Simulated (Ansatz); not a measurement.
Sc (P6_3/mmc), two-dimensional strain map

Theory: Ansatz 0.2.0, DFT LDA, scalar-relativistic, plane waves, PAW. Cutoff 420 eV, Γ-centred 18×18×10 k-points, Gaussian smearing of 0.15 eV. No spin polarisation. Energies are free energies at this smearing, counted from the undisturbed cell; pressure is positive in compression.

The starting cell (as given, not relaxed at this level; it stands at -5.3 GPa):

```xyz
2
Lattice="3.3088 0.0000 0.0000 -1.6544 2.8655 0.0000 0.0000 0.0000 5.2680" Properties=species:S:1:pos:R:3 pbc="T T T"
Sc    0.0000    1.9103    1.3170
Sc    1.6544    0.9552    3.9510
```

The cell is strained by p along both x and y and by q along z, fractional coordinates fixed. Points are written (p, q).

Energy above the undisturbed cell in meV/atom (a dash: not computed):

```csv
p \ q,-0.030,0.000,0.030
-0.030,-42.0,-26.2,1.2
0.000,-24.0,0.0,35.2
0.030,28.4,59.2,100.8
```

Pressure in GPa:

| p \ q | -0.030 | 0.000 | 0.030 |
| --- | --- | --- | --- |
| -0.030 | -0.6 | -2.2 | -3.6 |
| 0.000 | -3.9 | -5.3 | -6.4 |
| 0.030 | -6.5 | -7.6 | -8.5 |